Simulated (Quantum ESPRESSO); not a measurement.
## Kohn-Sham bands of Ba2NCl (R-3m)

```
CELL_PARAMETERS angstrom
     -2.06613     3.57864     0.00000
     -4.13226     0.00000     0.00000
     -2.06613     1.19288     7.64794
ATOMIC_POSITIONS crystal
  Ba 0.76855 0.76855 0.69436
  Ba 0.23145 0.23145 0.30564
  N  0.50000 0.50000 0.50000
  Cl 0.00000 0.00000 0.00000
```

Cell from Materials Project (mp-1018099), symmetrised, no further relaxation. Not found in the COD (Crystallography Open Database) copy used; not checked further. Method: PBEsol plane waves in Quantum ESPRESSO 7.5 (PseudoDojo norm-conserving files, 68 Ry, spinors with spin-orbit coupling), Bloch states on a 4×4×4 mesh through Γ, Wannier90 4.0.1. Density: 10×10×10 mesh, cold smearing 0.01 Ry.

Energies are relative to the valence-band maximum; weights are on the orthonormalised atomic waves of the pseudopotential files, averaged over the group. 32 electrons a cell are treated as valence.

Task: Into which isolated groups do the bands fall, where do they lie and what are they made of?

Result: 
| bands | from (eV) | to (eV) | filling | weight on atomic waves |
|---|---|---|---|---|
| 1–4 | -26.99 | -26.80 | filled | Ba 5s 97 % |
| 5–6 | -16.11 | -15.92 | filled | Cl 3s 91 %, Ba 6s 5 % |
| 7–10 | -13.94 | -13.19 | filled | Ba 5p 91 %, N 2s 5 % |
| 11–18 | -12.44 | -11.07 | filled | Ba 5p 92 %, N 2s 4 % |
| 19–20 | -9.85 | -9.67 | filled | N 2s 64 %, Ba 5p 32 % |
| 21–26 | -4.83 | -3.77 | filled | Cl 3p 93 % |
| 27–32 | -1.42 | 0.00 | filled | N 2p 78 %, Ba 6s 6 % |

The Kohn-Sham gap over both meshes and the path is 1.01 eV.
